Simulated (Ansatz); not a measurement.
# Piezoelectric tensor of BN at -0.5 GPa (stress–strain coefficients)

Theory: DFT PBE, scalar-relativistic, plane waves, PAW in Ansatz 0.2.0. Settings: 420 eV plane-wave cutoff, Γ-centred 8×8×8 mesh, fixed occupations. No spin polarisation.

The cell is fixed (symmetry leaves no force on the atoms) and stands under -0.5 GPa:
```
CELL_PARAMETERS angstrom
0.00000 1.81310 1.81310
1.81310 0.00000 1.81310
1.81310 1.81310 0.00000
ATOMIC_POSITIONS crystal
B 0.00000 0.00000 0.00000
N 0.25000 0.25000 0.25000
```

The cell is the ideal cubic zincblende prototype.

**Question.** Give the relaxed-ion proper piezoelectric stress tensor e_iJ (C/m², Voigt columns xx yy zz yz xz xy).

**Answer.**
```
x    0.00  0.00  0.00 -0.89  0.00  0.00
y    0.00  0.00  0.00  0.00 -0.89  0.00
z    0.00  0.00  0.00  0.00  0.00 -0.89
```
Signs follow the orientation of the cell as given.

**Question.** With the elastic constants (GPa, Voigt order)
```
778.5 167.7 167.7   0.0   0.0   0.0
167.7 778.5 167.7   0.0   0.0   0.0
167.7 167.7 778.5   0.0   0.0   0.0
  0.0   0.0   0.0 441.3   0.0   0.0
  0.0   0.0   0.0   0.0 441.3   0.0
  0.0   0.0   0.0   0.0   0.0 441.3
```
find the strain coefficients d = e·C⁻¹ (pC/N).

**Answer.**
```
x    0.00  0.00  0.00 -2.01  0.00  0.00
y    0.00  0.00  0.00  0.00 -2.01  0.00
z    0.00  0.00  0.00  0.00  0.00 -2.01
```

Cost: 1 run of about 0.18 core-minutes, on Intel Xeon Platinum 8488C (Sapphire Rapids) (shared hosts).